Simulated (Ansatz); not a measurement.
SiO$_{2}$ (rutile, P4_2/mnm), DFT-r²SCAN in the program Ansatz with PAW potentials. The conduction-band minimum lies at Γ, with 1 equivalent valley. Second derivatives d²E/dk² of the lowest band at one valley (eV·Å²), along Cartesian directions:

| direction | d²E/dk² |
|---|---|
| [100] | 15.78 |
| [010] | 15.78 |
| [001] | 20.20 |
| [110] | 15.77 |
| [101] | 17.99 |
| [011] | 17.99 |

Q: Find the principal effective masses, the density-of-states mass and the conductivity mass.

A: Off-diagonal terms follow from H_xy = H[110] − (H_xx + H_yy)/2, and m*/mₑ = 7.620 eV·Å² over each eigenvalue: 0.38, 0.48, 0.48. One valley's DOS mass (m₁m₂m₃)^(1/3) = 0.44, conductivity mass 3/(Σ 1/mᵢ) = 0.44 mₑ.

Q: What effective density of states Nc follows at 300 K for parabolic valleys?

A: Nc = 2.509e19 × 1 × (0.44)^(3/2) ≈ 7.3e18 cm⁻³.

Q: With the computed static dielectric constant 10.6 (mean of the diagonal), estimate a hydrogenic donor's binding energy and radius.

A: E = 13.606 eV × 0.44/10.6² ≈ 53 meV; a = 0.529 Å × ε/m* ≈ 13 Å. Semilocal masses tend to be too small where the gap is.

This is a known high-pressure phase of the composition, computed here at zero pressure and temperature. The cell was relaxed with r²SCAN under the symmetry of its start; phonons on a q-mesh show no instability.

Potentials: the earlier of the program's two PAW sets.
